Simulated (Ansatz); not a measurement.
Recipe of this trial structure of Al5N: random cell by space group and Wyckoff sites (R3m, No. 160). The dimensions are guesses.

```cif
data_structure
_symmetry_space_group_name_H-M 'P 1'
_symmetry_Int_Tables_number 1
_cell_length_a 4.4026
_cell_length_b 4.4026
_cell_length_c 4.4026
_cell_angle_alpha 87.934
_cell_angle_beta 87.934
_cell_angle_gamma 87.934
_cell_volume 85.18
loop_
_atom_site_label
_atom_site_type_symbol
_atom_site_fract_x
_atom_site_fract_y
_atom_site_fract_z
_atom_site_occupancy
Al1 Al 0.19377 0.86539 0.19377 1
Al2 Al 0.19377 0.19377 0.86539 1
Al3 Al 0.86539 0.19377 0.19377 1
Al4 Al 0.91975 0.91975 0.91975 1
Al5 Al 0.37145 0.37145 0.37145 1
N1 N 0.68884 0.68884 0.68884 1
```

All numbers below come from DFT PBE, scalar-relativistic, plane waves, PAW in Ansatz. Cutoff 420 eV, Gaussian smearing, Γ-centred meshes. Cell and atoms relax first on a coarse mesh and then on a finer one. In between, the cell is made exact in the group found at 0.06 Å. In metals the finer mesh still leaves noise of several meV/atom or more. The steps can't lower the symmetry of their start. No spin polarisation in the relaxation; trial moments died out in a coarse test.

A guess keeps its type if space group and coordination stay and the shape of the cell changes little (axis ratios within about 15 %, angles within 6°); the volume may change.

**Question.** Will the relaxed cell still be of the starting type?

**Answer.** It doesn't keep its type. The symmetry stays R3m (No. 160). The volume per atom grows by 28.4 %, from 14.2 to 18.2 Å³. The shortest distance goes from 1.74 Å (Al–Al) to 1.92 Å (Al–N). The ratio c/a of the conventional cell changes by a factor of 1.82. Counting neighbours within 15 % of an atom's shortest distance, the start has Al 1/4/7, N 1 and the end Al 1/6, N 4. In detail, at the end around Al on a site of symmetry m lie 1 N at 1.94 Å and 6 Al at 2.62–2.76 Å; around Al on a site of symmetry 3m lie 1 N at 1.92 Å, 6 Al at 2.99 Å and 6 Al at 3.25–3.42 Å; around N lie 4 Al at 1.92–1.94 Å, 1 Al at 3.19 Å and 3 Al at 3.32 Å; 1 more site not described.

```cif
data_structure
_symmetry_space_group_name_H-M 'R3m:H'
_symmetry_Int_Tables_number 160
_cell_length_a 5.4432
_cell_length_b 5.4432
_cell_length_c 12.7826
_cell_angle_alpha 90.000
_cell_angle_beta 90.000
_cell_angle_gamma 120.000
_cell_volume 327.99
loop_
_atom_site_label
_atom_site_type_symbol
_atom_site_symmetry_multiplicity
_atom_site_Wyckoff_symbol
_atom_site_fract_x
_atom_site_fract_y
_atom_site_fract_z
_atom_site_occupancy
Al1 Al 9 b 0.16408 0.83592 0.17866 1
Al2 Al 3 a 0.33333 0.66667 0.41560 1
Al3 Al 3 a 0.33333 0.66667 0.01595 1
N1 N 3 a 0.33333 0.66667 0.26546 1
```

The last run used a 12×12×12 mesh for its 6-atom cell and Gaussian smearing of 0.10 eV. A structure relaxed within its symmetry needn't be a true minimum. Another cell of Al5N relaxed alike, in P1, lies 72 meV/atom lower, so this cell isn't the stable form at this level.

In counts of neighbours, a slash parts the counts of unlike sites.
